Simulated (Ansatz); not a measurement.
F:
```
CELL_PARAMETERS angstrom
      2.52955     1.65684     0.00000
     -2.52955     1.65684     0.00000
     -0.24811     0.00000     6.61178
ATOMIC_POSITIONS crystal
  F  0.91088 0.40426 0.59519
  F  0.08912 0.59574 0.40481
  F  0.40426 0.91088 0.90481
  F  0.59574 0.08912 0.09519
```

Relaxed with r²SCAN+D4. Special points in fractions of this cell's reciprocal vectors: Γ (0.000, 0.000, 0.000); C (0.357, 0.357, 0.000); C2 (-0.357, 0.643, 0.000); Y2 (-0.500, 0.500, 0.000); M2 (-0.500, 0.500, 0.500); D (-0.354, 0.646, 0.500); D2 (0.354, 0.354, 0.500); A (0.000, 0.000, 0.500); L2 (0.000, 0.500, 0.500); V2 (0.000, 0.500, 0.000).

**Question.** List the band energies nearest the valence-band maximum at these points for plane-wave PAW r²SCAN+D4 (Ansatz code).

**Answer.** In eV from the valence-band maximum; about four levels below and three above (degenerate sets whole), none deeper than 8.9 eV; … stands for higher levels left out; points with the same levels are listed once.

```
k                     below        above
--  -----------------------  -----------
Γ    -0.43 -0.16 -0.02 0.00  3.90 4.96 …
C   -0.66 -0.46 -0.19 -0.14  4.39 4.71 …
Y2  -0.82 -0.58 -0.22 -0.16  4.24 4.85 …
M2  -0.49 -0.49 -0.40 -0.40  4.54 4.54 …
D   -0.40 -0.40 -0.27 -0.27  4.53 4.53 …
A   -0.32 -0.32 -0.01 -0.01  4.40 4.40 …
L2  -0.42 -0.40 -0.07 -0.02  4.49 4.53 …
V2  -0.47 -0.46 -0.09 -0.08  4.54 4.55 …
```

Space group C2/c. The r²SCAN+D4 relaxation kept the symmetry of its start. The substance is a gas or liquid at ambient conditions; this is its low-temperature solid.

Potentials: the later of the program's two PAW sets.
